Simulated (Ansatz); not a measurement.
Squeezing BP (zincblende type)

```
B P
1.0
     0.00000    2.27420    2.27420
     2.27420    0.00000    2.27420
     2.27420    2.27420    0.00000
B P
1 1
Direct
  0.00000 0.00000 0.00000
  0.25000 0.25000 0.25000
```

The cell comes from a relaxation on PAW files under the same functional, begun from a prototype that needn't be the stable phase.

Its volume is scaled at fixed shape and fractional positions.

Level of theory: DFT with PBE, scalar-relativistic, in Ansatz 0.2.0; a Γ-centred 15×15×15 k mesh, Fermi–Dirac smearing of 0.08 eV, no spin polarisation. LAPW: all electrons, basis error target 1 meV/atom; PAW: frozen-core files, cutoff 420 eV; crystal datasets: all electrons, by PAW datasets that the program makes for each cell; norm-conserving: pseudopotentials, cutoff 1116 eV; PAW (cutoff 250 eV): frozen-core files, cutoff 250 eV.

Energies are extrapolated to zero smearing and count from the unscaled cell; pressure is positive in compression; gaps take the mesh and a band path. No temperature or zero-point motion is included.

| V/V0 | V (Å³/atom) | P LAPW (GPa) | ΔE LAPW (eV/atom) | P PAW − LAPW (GPa) | ΔE PAW − LAPW (meV/atom) | gap (eV) |
| --- | --- | --- | --- | --- | --- | --- |
| 1.00 | 11.76 | -0.04 | 0.000 | 0.04 | 0.0 | 1.26 |
| 0.94 | 11.06 | 11.22 | 0.023 | 0.05 | 0.2 | – |
| 0.88 | 10.35 | ? | 0.104 | 0.08 | 0.6 | – |
| 0.80 | 9.41 | 54.7 | 0.336 | 0.14 | 1.2 | – |
| 0.72 | 8.47 | 97.4 | 0.774 | 0.25 | 2.4 | – |
| 0.64 | 7.53 | 163.2 | 1.525 | 0.42 | 4.4 | – |
| 0.55 | 6.47 | ? | 2.970 | 0.56 | 7.9 | 0.10 |

Question: What belongs in the row "0.55", column "P LAPW (GPa)"?

Answer: 285.3.

Question: Fill in "P LAPW (GPa)" for the row "0.88".

Answer: 26.3.

Question: Fit the Vinet equation to the LAPW pressures over the whole range, with residuals weighted by 1/(|P| + 0.03·Pmax).

Answer: V0 = 11.76 Å³/atom, B0 = 161 GPa and B0′ = 3.90, and the fit misses no point by more than 0.8 GPa. A fit over so wide a range pins B0 less well than one near rest.

Question: At the smallest volume, how far do crystal datasets and norm-conserving and PAW (cutoff 250 eV) lie from LAPW in pressure?

Answer: crystal datasets: -0.01 GPa; norm-conserving: -1.95 GPa; PAW (cutoff 250 eV): +7.42 GPa, on a LAPW pressure of 285.3 GPa.

Question: How do the Löwdin populations by LAPW change from the unscaled cell to the last row?

Answer: B 2s 0.91 → 0.78, B 2p 2.72 → 3.37, P 3s 1.19 → 0.89, P 3p 3.15 → 2.95 electrons an atom. These are projections on the shells that the free atoms fill; 0.06 e a cell lies outside them at the start and 0.09 e at the end.
